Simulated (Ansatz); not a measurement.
Given:

Relaxed CoSi₂ (fluorite type, space group Fm-3m):

```xyz
6
Lattice="0.0000 5.3603 5.3603 2.6802 0.0000 2.6802 2.6802 2.6802 0.0000" Properties=species:S:1:pos:R:3 pbc="T T T"
Co     0.0000     0.0000     0.0000
Co     0.0000     2.6802     2.6802
Si     1.3401     1.3401     1.3401
Si     1.3401     4.0203     4.0203
Si     4.0203     4.0203     4.0203
Si     4.0203     6.7004     6.7004
```

In this cell atom 5 (Si, nearest neighbour Co at 2.321 Å; its periodic images, 3.8 Å or more away, move with it) is moved by s along Cartesian x, unit vector (1.000, 0.000, 0.000); all other atoms and the cell stay fixed.

The numbers are results of PBE (plane waves to 420 eV, PAW, scalar-relativistic; Ansatz, a quantum-chemistry and plane-wave program), not measurements. k mesh 6×12×12 (Γ-centred), Fermi-Dirac smearing 0.05 eV. E stands for the smeared free energy. With partly filled bands, energies and forces of such displacements shift with the k mesh and the smearing. CoSi2 is run without spin polarisation. CoSi2 was relaxed with its symmetry unable to fall. The PAW data are Ansatz's earlier set. The zero of ΔE is the undisplaced structure.

The scan covers s from -0.460 to 0.460 Å in 11 points.

Question: Is the energy the same for displacements of ±0.460 Å, and if not, which side lies higher?

Answer: Not even: the negative side lies higher at ±0.460 Å. With its periodic images moving along, the atom's site symmetry in this cell is 3m.

Question: What force acts on the atom along the line at s = -0.460 Å?

Answer: 5.40 eV/Å.

Question: What is the force constant k = d²E/ds² of this move at s = 0?

Answer: 9.39 eV/Å².

(A displaced cell: forces are minus the slopes of the energy, force constants its curvatures, and phonons follow from these.)
